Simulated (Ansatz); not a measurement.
PbSe:
Space group Fm-3m (No. 225); a = b = c = 6.2172 Å, α = β = γ = 90.00°

```
atom  site  symmetry       x       y       z
----  ----  --------  ------  ------  ------
Pb      4b      m-3m  0.5000  0.5000  0.5000
Se      4a      m-3m  0.0000  0.0000  0.0000
```
(The calculation used a cell of 2 atoms; values per cell refer to that cell.)

Relaxed with PBE. PBE in the plane-wave PAW code Ansatz gives a gap of 0.43 eV.

Question: What gap does HSE06 give on the same cell (Ansatz, PAW)?

Answer: 0.86 eV, 0.43 eV more. The hybrid was solved on a coarser mesh and at special points; its gap is the smallest among all of these.

```tsv
k	v1 PBE	c1 PBE	v1 HSE06	c1 HSE06
Γ	-1.64	4.64	___	___
X	-2.92	3.92	___	___
L	0.00	0.43	0.00	0.86
W	-0.68	1.95	___	___
K	-2.18	3.40	___	___
```

Question: Top valence (v1) and lowest conduction level (c1) in eV from each method's valence maximum (which need not be a listed point): supply the withheld HSE06 values.

Answer: 
- X, v1 HSE06: -3.33
- X, c1 HSE06: 4.39
- K, v1 HSE06: -2.42
- K, c1 HSE06: 4.00
- W, v1 HSE06: -0.83
- W, c1 HSE06: 2.48
- Γ, v1 HSE06: -1.94
- Γ, c1 HSE06: 5.40

Cost on shared cores: the PBE run (SCF on a 8×8×8 mesh, then bands and DOS) about 10 core-seconds (a rough figure), the HSE06 run (SCF on 6×6×6, then a few points) very roughly 90 core-seconds; the tasks are unlike.

The PBE relaxation kept the symmetry of its start. Scalar-relativistic: spin–orbit coupling is off unless named, which matters more the heavier the elements.

Potentials: the later of the program's two PAW sets.
